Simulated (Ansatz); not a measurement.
Relaxed Y (hcp, Mg type):

```yaml
crystal:
  lattice:
    - [7.31136, 0.00000, 0.00000]
    - [-1.82784, 3.16591, 0.00000]
    - [0.00000, 0.00000, 5.67880]
  atoms:
    - { symbol: Y, position: [0.16667, 0.66667, 0.75000] }
    - { symbol: Y, position: [0.66667, 0.66667, 0.75000] }
    - { symbol: Y, position: [0.33333, 0.33333, 0.25000] }
    - { symbol: Y, position: [0.83333, 0.33333, 0.25000] }
```

In this cell atom 2 (Y, nearest neighbour Y at 3.538 Å; its periodic images, 3.7 Å or more away, move with it) is moved by s along Cartesian x, unit vector (1.000, 0.000, 0.000); all other atoms and the cell stay fixed.

These are PBE (plane waves to 420 eV, PAW, scalar-relativistic; Ansatz, a quantum-chemistry and plane-wave program) values and carry that method's errors. k mesh 6×12×7 (Γ-centred), Fermi-Dirac smearing 0.05 eV. The energy includes the smearing's −TS. With partly filled bands, energies and forces of such displacements shift with the k mesh and the smearing. The PAW data are Ansatz's earlier set. Y is run without spin polarisation. Y was relaxed with its symmetry unable to fall. ΔE is measured from the undisplaced structure. The last digit holds for this mesh only.

```
s (Å)   ΔE (meV/cell)
------  -------------
-0.710          809.2
-0.568          516.5
-0.426          289.0
-0.284          128.0
-0.142           32.1
0.000             0.0
0.142            32.1
0.284           127.4
0.426           285.0
0.568           504.2
0.710           784.3
```

Question: What force constant k = d²E/ds² at s = 0 does the table give?

Answer: 3.2 eV/Å². It is the second difference of the nearest points, corrected with the next pair.

Question: With k = 3.18 eV/Å² from the forces, is the well harmonic out to s = 0.710 Å?

Answer: ½ks² = 801 meV/cell against the computed 784 meV/cell, so the well is close to harmonic there.

(For displaced atoms, the force is minus the slope of the energy, and its curvature is a force constant, which sets phonon frequencies.)
